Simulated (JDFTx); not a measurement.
System: TiTe2(0001) (P-3m1 bulk; lattice of mp-1907, not re-optimised at this level), 1x1 cell of 6 atoms in 6 planes (Te outermost, slab composition Ti2Te4), area 12.67 Å² a face, 10.2 Å between the outermost planes in a cell 26.1 Å high; k mesh 6×6×1, Fermi width 0.01 Ha, no spin polarisation. Whether this polymorph is the ambient one wasn't checked. Neither spin polarisation nor a larger cell was tried.

Level of theory: PBE, GBRV ultrasoft potentials, plane waves to 20/100 Ha; code: JDFTx (a modified build). Liquid: CANDLE, acetonitrile, 1 M KF. The neutral cell holds 48 valence electrons and has two faces of 12.665 Å² each. Last filling lines of the neutral and of a charged run (μ in hartree, zero in the bulk liquid):

```
FillingsUpdate:  mu: -0.176408602  nElectrons: 48.000000
FillingsUpdate:  mu: -0.187054000  nElectrons: 47.961505
```

A calculation by hand: both potentials, by the convention U = −μ/e − 4.44 V vs SHE, the surface charge density and the mean capacitance.

U_pzc = 0.17641 × 27.2114 − 4.44 = 0.36 V; U = 0.18705 × 27.2114 − 4.44 = 0.65 V. The cell has -0.0385 excess electrons, a net charge of 0.0385 e, shared by two faces: σ = 0.0385 e / (2 × 12.665 Å²) = 0.00152 e/Å² = 2.4 μC/cm² (1 e/Å² = 1602.18 μC/cm²). C = σ/(U − U_pzc) = 2.4/0.29 ≈ 8 μF/cm². In this non-aqueous liquid the SHE scale is nominal.
